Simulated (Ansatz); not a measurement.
A geometry of TiAl₃ away from equilibrium: step 3 of the relaxation of a relaxed TiAl3 cell displaced along its unstable phonon at q = (½, 0, 0) of its primitive reciprocal cell (134i cm⁻¹), largest move 0.15 Å. Level of theory: PBE (plane waves to 420 eV, PAW, scalar-relativistic; Ansatz, a program for electronic structure). Γ-centred k-mesh 5×5×11 on the run's cell (coarser than for final values), Fermi–Dirac smearing 0.05 eV.

```xyz
16
Lattice="14.8621 -0.0062 0.0000 -3.7182 6.4401 0.0000 0.0000 0.0000 2.9257" Properties=species:S:1:pos:R:3:forces:R:3 pbc="T T T" free_energy=-16448.888 pressure_GPa=0.4
Al     2.6714    -0.1521    -0.0557    0.2090    0.0264    0.0332
Al     5.7785     6.6328     0.0939   -0.3287   -0.0177    0.0639
Al     1.2024     1.6910     1.3690   -0.1797   -0.2758   -0.0639
Al     8.6351     2.3865     1.5185    0.1274    0.1678   -0.0332
Al    13.7691     2.0137    -0.0554    0.1492   -0.1039   -0.1673
Al     6.2282     1.9533     0.0554    0.0154   -0.1811    0.1673
Al     1.6472     6.2412     1.5567    0.3287    0.0177    0.0639
Al     8.4724     6.5860     1.4072   -0.2090   -0.0264    0.0332
Al     2.5088     4.0474     0.0557   -0.1274   -0.1678   -0.0332
Al     9.9414     4.7429    -0.0939    0.1797    0.2758   -0.0639
Al    -2.6253     4.4202     1.4074   -0.1492    0.1039   -0.1673
Al     4.9156     4.4806     1.5183   -0.0154    0.1811    0.1673
Ti     0.0469     4.1466     1.2444   -0.2217   -0.0923    0.5426
Ti     7.3274     4.4043     0.2184   -0.1908   -0.1458   -0.5426
Ti     3.8165     2.0296     1.6812    0.1908    0.1458   -0.5426
Ti    11.0970     2.2873     2.7073    0.2217    0.0923    0.5426
```

Positions in Å, forces in eV/Å, free energy of the cell in eV (comparable only within this code, potentials and settings). Largest force: 0.59 eV/Å, on Ti13, Ti14, Ti15, Ti16 (atoms numbered as listed); the geometry lies 0.12 eV/atom above the end of its relaxation.

No spin polarisation in the result.

The run could not lose the symmetry of its start: the end is stationary, and may be a saddle point rather than a minimum.

The end of the path is a generated cell of TiAl3: the first start was made by placing the elements on the sites of a structure type, and the end was not matched to a known phase here, so it may be hypothetical. Known forms of TiAl3 include space group No. 139.
